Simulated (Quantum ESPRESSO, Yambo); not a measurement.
At a photon energy of 11.50 eV, RPA with local fields on LDA bands shifted by a G0W0 scissor of 3.34 eV (Quantum ESPRESSO and Yambo; 4×4×2 mesh, 99 bands, 3 Ry local-field block, 0.2 eV broadening) gives ε = 1.76 + 2.65i for KBH4 (space group P2_1/m, No. 11, within 0.06 Å of P4_2/nmc), field along x. Axes are Cartesian, with cell vectors (Å) (4.66, 0.00, 0.00), (0.00, 4.68, 0.00), (-0.01, 0.00, 6.55).

Work out n, κ, the normal-incidence reflectivity, the absorption coefficient and the penetration depth.


|ε| = 3.18; n = √((|ε| + ε1)/2) = 1.57, κ = √((|ε| − ε1)/2) = 0.84. R = ((n − 1)² + κ²)/((n + 1)² + κ²) = 0.14. α = 2Eκ/(ħc) with ħc = 197.327 eV nm: 0.0983 per nm = 9.8 × 10⁵ per cm, a 1/e depth of 10 nm. The computed direct gap is 9.02 eV, and the energy scale of the real crystal may differ from it. Excitonic effects are left out, and values at one energy depend on mesh and broadening. The scissor comes from a G0W0 run whose convergence isn't established. Convergence of the RPA response with its 4×4×2 mesh was not tested.

Geometry of the Materials Project entry, not relaxed at this level; primitive cell a = 4.6634 Å, b = 4.6777 Å, c = 6.5486 Å, α = γ = 90.00°, β = 90.07°.

The structure is a Materials Project entry; no match was found in the copy of COD used, and its stability was not checked.
